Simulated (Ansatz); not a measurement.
Given:

ZrN:
Space group Pm-3m (No. 221); a = b = c = 4.432 Å, α = β = γ = 90.00°

```csv
atom,site,symmetry,x,y,z
Zr,3c,4/mm.m,0.0000,0.5000,0.5000
N,3d,4/mm.m,0.0000,0.0000,0.5000
```

This is the PBEsol-relaxed structure.

Question: All from PBEsol in the plane-wave PAW code Ansatz, unless another level is named. Predict the electronic character.

Answer: metallic (no gap).

Question: And the formation energy from the elements (no fitted shifts)?

Answer: -0.76 eV/atom.

Question: And the density of states at the Fermi level?

Answer: 0.81 states/eV per atom (mean over ±0.08 eV).

Question: And the gap with spin–orbit coupling?

Answer: none (metallic).

The start of the workflow was typed in or built on a structure type; neither database checked (COD, Materials Project) lists it. It is not the phase usual at ambient conditions (space group No. 225). The cell was relaxed with PBEsol under the symmetry of its start; its stability against distortions is not shown here. The run is not spin-polarised. The volume moved by 17 % from the start of the relaxation. With an odd number of electrons in the cell and no spin polarisation, the count alone makes it a metal. The references are the lowest solids computed at this level, not always the standard phases (solids in place of the gases). Scalar-relativistic: spin–orbit coupling is off unless named, which matters more the heavier the elements.

Potentials: the earlier of the program's two PAW sets. The files were generated under PBE; for other functionals the program regenerates the frozen cores, and for LDA and PBEsol the local potential too.
